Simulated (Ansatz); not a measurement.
Si:
```
CELL_PARAMETERS angstrom
      3.84371     0.00000     0.00000
     -1.92186     3.32875     0.00000
      0.00000     0.00000    18.90495
ATOMIC_POSITIONS crystal
  Si 0.00000 0.00000 0.68717
  Si 0.00000 0.00000 0.81283
  Si 0.33333 0.66667 0.85465
  Si 0.33333 0.66667 0.97920
  Si 0.66667 0.33333 0.02080
  Si 0.66667 0.33333 0.14535
  Si 0.00000 0.00000 0.18717
  Si 0.00000 0.00000 0.31283
  Si 0.66667 0.33333 0.35465
  Si 0.66667 0.33333 0.47920
  Si 0.33333 0.66667 0.52080
  Si 0.33333 0.66667 0.64535
```

Relaxed with r²SCAN.

**Question.** Map the valence electron density (e/Å³), cut off at 0.4 on the plane through (0.000, 0.000, 0.687) spanned by u = [0, 0, 1] and v = [1, -1, 0] in lattice vectors, from plane-wave PAW r²SCAN (Ansatz code).

**Answer.** x is the fraction of u, y of v (the angle between them is 90°; rows are the nearest grid lines); atoms in the plane: Si at (0.00, 0.00), Si at (0.13, 0.00), Si at (0.17, 0.33), Si at (0.29, 0.33), Si at (0.33, 0.67), Si at (0.46, 0.67), Si at (0.50, 0.00), Si at (0.63, 0.00), Si at (0.67, 0.67), Si at (0.79, 0.67).
```
y \ x   0.000  0.100  0.175  0.275  0.375  0.450  0.550  0.625  0.725  0.825  0.900   1.00
------  -----  -----  -----  -----  -----  -----  -----  -----  -----  -----  -----  -----
1.00    0.036  0.307  0.264  0.027  0.021  0.259  0.400  0.036  0.034  0.035  0.033  0.036
0.909   0.290  0.332  0.243  0.049  0.042  0.303  0.349  0.400  0.051  0.074  0.037  0.290
0.848   0.260  0.192  0.161  0.093  0.104  0.374  0.174  0.400  0.105  0.165  0.038  0.260
0.758   0.073  0.049  0.059  0.175  0.354  0.375  0.066  0.380  0.344  0.358  0.032  0.073
0.697   0.037  0.025  0.034  0.194  0.400  0.095  0.050  0.311  0.400  0.305  0.027  0.037
0.606   0.047  0.031  0.045  0.205  0.400  0.179  0.050  0.315  0.400  0.393  0.032  0.047
0.545   0.098  0.054  0.104  0.251  0.276  0.301  0.048  0.249  0.235  0.400  0.063  0.098
0.455   0.254  0.109  0.303  0.392  0.107  0.104  0.032  0.097  0.063  0.400  0.235  0.254
0.394   0.320  0.131  0.177  0.270  0.073  0.044  0.021  0.047  0.032  0.258  0.400  0.320
0.303   0.314  0.135  0.091  0.178  0.066  0.033  0.018  0.037  0.027  0.097  0.400  0.314
0.242   0.387  0.158  0.376  0.301  0.065  0.059  0.035  0.072  0.032  0.323  0.343  0.387
0.152   0.400  0.280  0.380  0.143  0.047  0.159  0.149  0.258  0.038  0.187  0.105  0.400
0.0909  0.400  0.377  0.310  0.058  0.032  0.238  0.338  0.288  0.038  0.078  0.050  0.400
0.000   0.036  0.307  0.264  0.027  0.021  0.259  0.400  0.036  0.034  0.035  0.033  0.036
```

The density is the valence pseudo-density with augmentation charge, so density and ELF within about 1 Å of a nucleus are not all-electron values.

Space group P6_3/mmc. The start of the workflow was typed in or built on a structure type; the Crystallography Open Database copy checked does not list it. It is not the phase usual at ambient conditions (space group No. 227). Symmetry was held in the r²SCAN relaxation; whether a distortion lowers the energy is not shown.

Potentials: the later of the program's two PAW sets.
